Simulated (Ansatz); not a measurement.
## Relaxing a structure of Be

The start is a generated trial cell of Be in the beta-Sn structure type. The structure is fully relaxed (lattice and positions, P = 0) with PBE (plane waves to 420 eV, PAW, scalar-relativistic; Ansatz, a quantum-chemistry and plane-wave program). First-step values are on the input's coarse k-mesh.

Ansatz input (later rounds restart from its end on a renewed k-mesh):
Ansatz 0.2 input:
```yaml
crystal:
  lattice:
    - [-1.986631, 1.986631, 1.08393]
    - [1.986631, -1.986631, 1.08393]
    - [1.986631, 1.986631, -1.08393]
  atoms:
    - { symbol: Be, position: [0.75, 0.25, 0.5] }
    - { symbol: Be, position: [0, 0, 0] }
basis: { ecutwfc: 420, ecutrho_ratio: 4, xc_grid: 2, fft_grid_basis: typed }
kpoints: { mp_grid: { grid: [17, 17, 17] } }
hamiltonian:
  xc: pbe
  dispersion: none
  pseudopotentials: { azcp: { folder: ./paw }, kind: paw }
scf: { occupations: { method: fermi_dirac, width: 0.05 } }
relax: { f_tol: 0.01, max_steps: 100, cell: { stress_tol: 0.02 } }
output: { forces: true, stress: true }
```

Problem. What pressure does the first self-consistent step give?

Solution. +7.5 GPa (positive: the cell is compressed).

Problem. How much energy is released per atom?

Solution. 0.05 eV/atom.

Problem. How does the volume per atom move from start to end?

Solution. +9.8 %, from 8.56 to 9.39 Å³/atom.

Problem. How do the shortest distances between atoms change?

Solution. The closest pairs of elements (up to four, under 3.6 Å), start → end: Be–Be 2.06 → 2.11 Å.

Problem. Is the relaxed structure metallic? Give its gap.

Solution. No gap (metallic).

Problem. Write out the relaxed structure.

Solution. 
```cif
data_Be4
_chemical_formula_sum 'Be4'
_space_group_name_H-M_alt 'I41/amd :1'
_space_group_IT_number 141
_space_group_name_Hall 'I 4bw 2bw -1bw'
_cell_length_a 4.21776
_cell_length_b 4.21776
_cell_length_c 2.11188
_cell_angle_alpha 90.000
_cell_angle_beta 90.000
_cell_angle_gamma 90.000
loop_
_atom_site_label
_atom_site_type_symbol
_atom_site_symmetry_multiplicity
_atom_site_Wyckoff_symbol
_atom_site_fract_x
_atom_site_fract_y
_atom_site_fract_z
_atom_site_occupancy
Be1 Be 4 a 0.00000 0.00000 0.00000 1
```
(The calculation used a cell of 2 atoms; values per cell refer to that cell.)

The space group stays I4₁/amd (No. 141) (the run could not lower it); the end is AFLOW prototype A_tI4_141_a (A5, as in Sn), with 2 atoms in the primitive cell. Final values are on a 24×24×24 k-mesh of the relaxed cell. No spin polarisation in the result.

The run could not lower the symmetry of its start; a shaken copy of this end point relaxes with PBE to Fm-3m (No. 225), 0.64 eV/atom lower.

The relaxed structure here is a generated cell of Be: the first start was made by placing the elements on the sites of a structure type, and the end was not matched to a known phase here, so it may be hypothetical. Known forms of Be include space group No. 194.
